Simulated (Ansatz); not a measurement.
## PbAu2: computed property card

PbAu₂:
```
CELL_PARAMETERS angstrom
      0.00000     3.97722     3.97722
      3.97722     0.00000     3.97722
      3.97722     3.97722     0.00000
ATOMIC_POSITIONS crystal
  Pb 0.25000 0.25000 0.25000
  Pb 0.00000 0.00000 0.00000
  Au 0.62500 0.62500 0.12500
  Au 0.62500 0.12500 0.62500
  Au 0.62500 0.62500 0.62500
  Au 0.12500 0.62500 0.62500
```

Space group Fd-3m (No. 227), cubic Laves (MgCu2 type); conventional cell a = 7.954 Å, b = 7.954 Å, c = 7.954 Å, α = 90.00°, β = 90.00°, γ = 90.00°.

Method: PBEsol (plane waves, PAW; program Ansatz). Geometry: relaxed at this level of theory. Other levels are named where they apply.

### Cell and energy

```
Item                                                           Result
-----------------------------------------------------  --------------
Volume per atom                                              20.97 Å³
Density                                                   15.87 g/cm³
Formation energy from the elements (no fitted shifts)  -0.054 eV/atom
```

### Electronic structure

```
Item                                                                        Result
------------------------------------  --------------------------------------------
Electronic character                                             metallic (no gap)
Density of states at the Fermi level  0.15 states/eV per atom (mean over ±0.08 eV)
Gap with spin–orbit coupling                                       none (metallic)
```

### Mechanics

```
Item                                                                          Result
--------------------------------------------  --------------------------------------
Bulk modulus (Birch–Murnaghan fit)                                           106 GPa
Pressure derivative B′                                                           5.5
Elastic constants (relaxed ions, GPa)              C11 = 131, C12 = 93.0, C44 = 28.1
Mechanical stability                          stable (all eigenvalues of C positive)
Hill bulk and shear moduli                                          106 and 24.1 GPa
Young's modulus                                                             67.1 GPa
Poisson's ratio                                                                 0.39
Debye temperature from the elastic constants                                   150 K
```

### Phonons

```
Item                                                    Result
-----------------------------  -------------------------------
Highest zone-centre frequency                        185 cm^-1
Zone-centre stability          unstable, softest mode 24i cm⁻¹
```

The first step of the workflow began from a Materials Project structure, measured or hypothetical; the Crystallography Open Database files this formula in space group No. 227, but the cells were not matched. Whether it is the stable phase at ambient conditions was not checked. Symmetry was held in the PBEsol relaxation; phonons show weakly imaginary modes. As this level gives no gap, shear constants depend on the k-mesh and smearing (Fermi–Dirac, 0.1 eV here). As this level gives no gap, phonon frequencies hold no LO–TO term and depend on the k-mesh and smearing (Fermi–Dirac, 0.1 eV here). The references are the lowest solids computed at this level, not always the standard phases. Spin–orbit coupling is left out wherever it is not named.

Potentials: the later of the program's two PAW sets.
